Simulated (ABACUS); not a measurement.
Consider a self-consistent single point of HfN (P1, 8 atoms in the cell; from Materials Project mp-2828, changed as shown).

```xyz
8
Lattice="4.5221 0.0000 0.0000 0.0000 4.5221 0.0000 0.0000 0.0000 4.5221" Properties=species:S:1:pos:R:3 pbc="T T T"
Hf    -0.0247     0.0407    -0.0468
Hf     0.0233     2.2127     2.2564
Hf     2.3360    -0.0016     2.3109
Hf     2.2228     2.2682    -0.0042
N      2.2610     0.0231    -0.0211
N      2.2165     2.2025     2.3101
N      0.0093     0.0204     2.2084
N      0.0001     2.2782     0.0304
```

Level of theory: LDA (PW92), numerical atomic orbitals SZP (confined pseudo-atomic orbitals with Gaussian additions; energy shift 0.01 Ry), PseudoDojo 0.4 standard norm-conserving LDA (tails mended) pseudopotentials run with ABACUS 3.10.1.

ABACUS settings:

| setting | value |
|---|---|
| basis | SZP numerical atomic orbitals, energy shift 0.01 Ry |
| KPT | Gamma 6 6 6 0 0 0 |
| basis_type | lcao |
| dft_functional | PWLDA |
| ecutwfc | 100 Ry |
| smearing_method | fd |
| smearing_sigma | 0.00999582 Ry |
| potentials | PseudoDojo 0.4 standard norm-conserving LDA (tails mended) |
| symmetry | 1 |
| symmetry_prec | 1e-05 |
| ks_solver | genelpa |
| scf_nmax | 100 |
| scf_thr | 1.0e-07 |
| mixing_type | broyden |

Results:

```
Property                                                 Result
------------------------------------------------  -------------
Number of valence electrons                                  68
Number of bands                                              44
Number of k-points after the program's reduction            112
Size of the basis                                           116
Number of SCF iterations                                     13
Free energy E − TS                                -7286.6988 eV
Fermi level (on the code's own zero)                   18.23 eV
Pressure                                              -9.84 GPa
Largest force (vector length)                        1.693 eV/Å
```

Forces (eV/Å):
| atom | Fx | Fy | Fz |
|---|---|---|---|
| Hf1 | 0.472 | -0.608 | 0.565 |
| Hf2 | -0.617 | 0.975 | 0.186 |
| Hf3 | -1.272 | -0.354 | -1.059 |
| Hf4 | 0.598 | 0.041 | 0.438 |
| N5 | -0.112 | -0.198 | 0.536 |
| N6 | 0.750 | 0.677 | -0.621 |
| N7 | 0.372 | -0.505 | 0.404 |
| N8 | -0.191 | -0.029 | -0.448 |

Stress (GPa, positive for compression):
```
 -9.71    0.22    0.07
  0.22  -10.08   -0.08
  0.07   -0.08   -9.72
```

For comparison: a first run was changed to give this one (atoms moved at random), and from it to this one the free energy rises by 28.7 meV/atom, the pressure goes from -11.16 to -9.84 GPa and the largest force goes from under 0.1 to 1.69 eV/Å.

The atom-centred basis is finite, which shifts total energies, pressures and forces against plane waves. Forces above 1 eV/Å remain at this geometry, of which the finite basis can carry a part. A single-zeta basis is rough, for pressures and forces above all. The structure comes from a collection of computed structures, made at another level of theory; the collection holds predicted forms beside known ones. Its lattice was then scaled. No clean gap shows at this smearing width and mesh (spacing up to 0.23 Å⁻¹); the mesh is coarse for partly filled bands, so the values carry mesh errors.

Cost on one core: very roughly 23 core-seconds.

The atomic orbitals were generated for these runs; they are not ABACUS's published sets and were checked against plane waves on a few crystals only.

“Tails mended”: in these copies of the files the far tail of each local potential was reset to the Coulomb form.
